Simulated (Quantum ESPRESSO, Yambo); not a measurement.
NaYS$_{2}$ (space group R-3m, No. 166): one geometry, one set of PBEsol (Quantum ESPRESSO, PseudoDojo norm-conserving, 88 Ry, without SOC) orbitals, self-energies from Yambo (4×4×4 Γ-centred k mesh, bands 3 to 130 and a 7 Ry block in the screening, 130 bands in G with the Bruneval-Gonze terminator, plasmon pole fitted at 27.2 eV).

| level | gap Γ → F (eV) | direct gap at F (eV) |
|---|---|---|
| PBEsol (Quantum ESPRESSO) | 2.14 | 2.98 |
| exchange only (Hartree-Fock self-energy on PBEsol orbitals) | ___ | ___ |
| static COHSEX@PBEsol | ___ | ___ |
| G0W0@PBEsol, plasmon pole | 3.76 | 4.66 |

Task: Complete the blanks.

Result: 
- exchange only (Hartree-Fock self-energy on PBEsol orbitals), gap Γ → F (eV): 9.64
- exchange only (Hartree-Fock self-energy on PBEsol orbitals), direct gap at F (eV): 10.83
- static COHSEX@PBEsol, gap Γ → F (eV): 4.62
- static COHSEX@PBEsol, direct gap at F (eV): 5.50

Bare exchange has no screening and gives the widest gap; static COHSEX screens it but leaves out the frequency dependence, which G0W0 restores.

Convergence of the G0W0 settings was not tested.

Geometry relaxed with PBEsol; primitive cell a = b = c = 6.964 Å, α = β = γ = 32.83°.
